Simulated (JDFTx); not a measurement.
System: Mg(0001) (P6_3/mmc bulk; lattice of mp-153, not re-optimised at this level), 1x1 cell of 4 atoms in 4 planes, area 8.71 Å² a face, 7.8 Å between the outermost planes in a cell 23.7 Å high; k mesh 8×8×1, Fermi width 0.01 Ha, no spin polarisation.

Level of theory: PBE, GBRV ultrasoft potentials, plane waves to 20/100 Ha; code: JDFTx (a modified build). Liquid on both sides: CANDLE, water, 1 M NaF; nuclei fixed, outer atoms relaxed in vacuum. SHE scale: U = −μ/e − 4.44 V, by convention. The surface is an ideal bare cut with both faces alike: no reconstruction, overlayer or explicit solvent molecules. At negative charge CANDLE's numbers also depend on the cell height, by up to tenths of a volt. Convergence in thickness and k mesh wasn't tested for this slab. Whether the real solid would dissolve in or react with the liquid is outside the model.

Farther out the cavity gives way and the charge runs off; such runs are left out, and the outermost points shown may already feel it.

```csv
U (V vs SHE),μ (eV),excess electrons per cell,"σ (μC/cm², per face)",run
-1.75,-2.69,0.270,-24.8,fixed potential
-1.55,-2.89,0.169,-15.6,fixed potential
-1.54,-2.90,0.163,-15.0,fixed charge
-1.07,-3.37,0.000,0.0,neutral
-0.90,-3.54,[?],[?],fixed potential
-0.75,-3.69,[?],[?],fixed potential
```

Fill in the missing entries, row by row.


- -0.90, excess electrons per cell: -0.039
- -0.90, σ (μC/cm², per face): 3.6
- -0.75, excess electrons per cell: -0.083
- -0.75, σ (μC/cm², per face): 7.6
